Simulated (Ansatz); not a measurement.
AlZnNO:
```xyz
4
Lattice="3.1351 0.0000 0.0000 -1.5675 2.7150 0.0000 0.0000 0.0000 5.1507" Properties=species:S:1:pos:R:3 pbc="T T T"
Al     0.0000     1.8100     2.5971
Zn     1.5675     0.9050     5.0873
O      0.0000     1.8100     0.7837
N      1.5675     0.9050     3.1209
```

Relaxed with r²SCAN. Special points in fractions of this cell's reciprocal vectors: Γ (0.000, 0.000, 0.000); M (0.500, 0.000, 0.000); K (0.333, 0.333, 0.000); A (0.000, 0.000, 0.500); L (0.500, 0.000, 0.500); H (0.333, 0.333, 0.500).

### Question
List the band energies nearest the valence-band maximum at these points for the program Ansatz at the r²SCAN level (PAW).

### Answer
In eV from the valence-band maximum; about four levels below and three above (degenerate sets whole), none deeper than 8.9 eV; points with the same levels are listed once.

```
k                        below            above
-  ---------------------------  ---------------
Γ  -0.89 -0.89 -0.34 0.00 0.00  2.83 7.57 10.44
M      -2.93 -2.13 -1.32 -0.46   6.53 7.62 7.81
K      -3.14 -2.60 -1.64 -1.34   6.81 9.12 9.20
A      -0.65 -0.65 -0.21 -0.21  5.39 6.31 10.63
L      -2.27 -1.60 -1.03 -0.46   5.71 6.78 9.87
H      -3.35 -2.64 -1.75 -0.14   7.88 8.11 8.77
```

Space group P3m1. The start of the workflow was typed in or built on a structure type; neither database checked (COD, Materials Project) lists it. Whether it is the stable phase at ambient conditions was not checked. Symmetry was held in the r²SCAN relaxation; whether a distortion lowers the energy is not shown.

Potentials: the earlier of the program's two PAW sets.
